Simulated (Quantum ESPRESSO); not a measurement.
Band energies of CsScW$_{2}$O$_{8}$

```
CELL_PARAMETERS angstrom
      5.92725     0.00000     0.00000
     -2.96362     5.13315     0.00000
      0.00000     0.00000     8.10580
ATOMIC_POSITIONS crystal
  O  0.16421 0.83579 0.34343
  O  0.83579 0.16421 0.65657
  O  0.16421 0.32842 0.34343
  O  0.83579 0.67158 0.65657
  O  0.67158 0.83579 0.34343
  O  0.32842 0.16421 0.65657
  O  0.33333 0.66667 0.05411
  O  0.66667 0.33333 0.94589
  Sc 0.00000 0.00000 0.50000
  Cs 0.00000 0.00000 0.00000
  W  0.33333 0.66667 0.27365
  W  0.66667 0.33333 0.72635
```

PBEsol (pw.x of Quantum ESPRESSO, ONCV potentials, no spin-orbit coupling); path ΓMKΓALHA,LM,KH; energies in eV from the valence-band maximum.

| k (1/Å) | point | band 44 | band 45 | band 46 | band 47 | band 48 | band 49 | band 50 | band 51 |
|---|---|---|---|---|---|---|---|---|---|
| 0.00 | Γ | -0.24 | -0.24 | -0.18 | -0.18 | -0.04 | 3.87 | 3.87 | 5.01 |
| 0.41 |  | -0.52 | -0.37 | -0.33 | -0.19 | -0.03 | 4.18 | 4.58 | 4.64 |
| 0.61 | M | -0.56 | -0.56 | -0.39 | -0.23 | 0.00 | 4.18 | 4.82 | 4.93 |
| 0.61 | K | -0.71 | -0.71 | -0.18 | -0.18 | -0.15 | 4.35 | 4.68 | 4.68 |
| 0.97 |  | -0.50 | -0.33 | -0.27 | -0.11 | -0.10 | 4.22 | 4.35 | 4.65 |
| 1.32 | Γ | -0.24 | -0.24 | -0.18 | -0.18 | -0.04 | 3.87 | 3.87 | 5.01 |
| 1.71 | A | -0.45 | -0.31 | -0.08 | -0.08 | -0.04 | 3.95 | 3.95 | 4.94 |
| 2.11 |  | -0.47 | -0.38 | -0.29 | -0.28 | -0.10 | 4.21 | 4.57 | 4.65 |
| 2.32 | L | -0.57 | -0.49 | -0.41 | -0.20 | -0.16 | 4.22 | 4.79 | 4.81 |
| 2.50 |  | -0.62 | -0.47 | -0.40 | -0.23 | -0.17 | 4.31 | 4.69 | 4.77 |
| 2.67 | H | -0.63 | -0.54 | -0.40 | -0.21 | -0.21 | 4.40 | 4.68 | 4.68 |
| 2.81 |  | -0.58 | -0.49 | -0.35 | -0.25 | -0.17 | 4.38 | 4.54 | 4.83 |
| 3.10 |  | -0.43 | -0.40 | -0.22 | -0.15 | -0.08 | 4.14 | 4.31 | 4.61 |
| 3.38 | A | -0.45 | -0.31 | -0.08 | -0.08 | -0.04 | 3.95 | 3.95 | 4.94 |
| 3.38 | L | -0.57 | -0.49 | -0.41 | -0.20 | -0.16 | 4.22 | 4.79 | 4.81 |
| 3.57 |  | -0.56 | -0.54 | -0.33 | -0.29 | -0.05 | 4.20 | 4.81 | 4.86 |
| 3.77 | M | -0.56 | -0.56 | -0.39 | -0.23 | 0.00 | 4.18 | 4.82 | 4.93 |
| 3.77 | K | -0.71 | -0.71 | -0.18 | -0.18 | -0.15 | 4.35 | 4.68 | 4.68 |
| 4.15 | H | -0.63 | -0.54 | -0.40 | -0.21 | -0.21 | 4.40 | 4.68 | 4.68 |

The PBEsol gap is indirect, 3.87 eV, from M to Γ; the smallest direct gap is 3.92 eV.

Without spin-orbit coupling, band edges of such heavy elements can be off by tenths of an eV.

Geometry of the Materials Project entry, not relaxed at this level.

The structure is a Materials Project entry; no match was found in the copy of COD used, and its stability was not checked.
